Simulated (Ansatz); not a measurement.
## La4MgMo2O12, one structure, two calculations

Cell: a computed structure from the Materials Project (it need not be an observed phase), taken as it stands.

```
CELL_PARAMETERS angstrom
5.64826 0.00000 0.00000
-0.08965 5.93145 0.00000
-0.31278 -0.15991 8.01247
ATOMIC_POSITIONS crystal
La 0.49125 0.07052 0.26509
La 0.04002 0.56467 0.25778
La 0.50875 0.92948 0.73491
La 0.95998 0.43533 0.74222
Mg 0.00000 0.00000 0.00000
Mo 0.50000 0.50000 0.00000
Mo 0.00000 0.00000 0.50000
O 0.10013 0.03723 0.75019
O 0.16114 0.27838 0.45133
O 0.21515 0.29771 0.06181
O 0.29695 0.83090 0.45119
O 0.30511 0.78388 0.06702
O 0.37681 0.53189 0.77716
O 0.89987 0.96276 0.24981
O 0.83886 0.72162 0.54866
O 0.78485 0.70229 0.93819
O 0.62319 0.46811 0.22284
O 0.69489 0.21612 0.93298
O 0.70305 0.16910 0.54881
```

Sites (sets of like atoms) are named by element and the number of their first atom in this list.

First run. Computed with Ansatz: DFT, PBE, plane waves and PAW, scalar-relativistic, collinear spin, 420 eV cutoff, Γ-centred 4×4×3 k-points, Fermi–Dirac smearing 0.02 eV. Start moments as typed (μB): 1 on each Mo, none on the rest.

| site | atom | V_zz (10²¹ V/m²) | η | m (μB) |
| --- | --- | --- | --- | --- |
| La1 | 1 | -9.24 | 0.81 | -0.01 |
| La2 | 2 | -8.48 | 0.89 | 0.00 |
| Mg | 5 | -0.71 | 0.81 | 0.00 |
| Mo6 | 6 | -5.17 | 0.31 | 0.45 |
| Mo7 | 7 | -7.55 | 0.84 | -0.43 |
| O8 | 8 | 3.57 | 0.16 | -0.03 |
| O9 | 9 | 1.94 | 0.87 | 0.01 |
| O10 | 10 | -3.56 | 0.75 | 0.04 |
| O11 | 11 | 1.19 | 0.62 | -0.05 |
| O12 | 12 | 3.82 | 0.44 | 0.04 |
| O13 | 13 | -2.51 | 0.31 | -0.02 |

Second run. The same atoms and settings, except that the start moments (μB) are 0 0 0 0 0 -1 1 0 0 0 0 0 0 0 0 0 0 0 0 by atom.

Q: Given the first result, estimate the second.

A: 

| site | atom | V_zz | η | change of V_zz | m (μB) |
| --- | --- | --- | --- | --- | --- |
| La1 | 1 | -9.24 | 0.81 | 0.00 | 0.01 |
| La2 | 2 | -8.48 | 0.89 | 0.00 | 0.00 |
| Mg | 5 | -0.71 | 0.81 | 0.00 | 0.00 |
| Mo6 | 6 | -5.17 | 0.31 | 0.00 | -0.45 |
| Mo7 | 7 | -7.55 | 0.84 | 0.00 | 0.43 |
| O8 | 8 | 3.57 | 0.16 | 0.00 | 0.03 |
| O9 | 9 | 1.94 | 0.87 | 0.00 | -0.01 |
| O10 | 10 | -3.56 | 0.75 | 0.00 | -0.04 |
| O11 | 11 | 1.19 | 0.62 | 0.00 | 0.05 |
| O12 | 12 | 3.82 | 0.44 | 0.00 | -0.04 |
| O13 | 13 | -2.51 | 0.31 | 0.00 | 0.02 |

No V_zz moves by more than 0.01.

The largest force is 0.7 eV/Å, so the atoms aren't at the calculated equilibrium and relaxing them would move these values. Without spin–orbit coupling (the program notes it for La and Mo) the gradients can shift somewhat, as the gap is small. With a gap of 0.3 eV on this mesh, small gradients can still move by 0.1 × 10²¹ V/m² or more as the k-mesh gets denser. The magnetic order is the one that the run reached from its start moments, not necessarily the measured one.
For the first run: The program didn't check the stability of this electronic state in full, so a lower one may lie near.
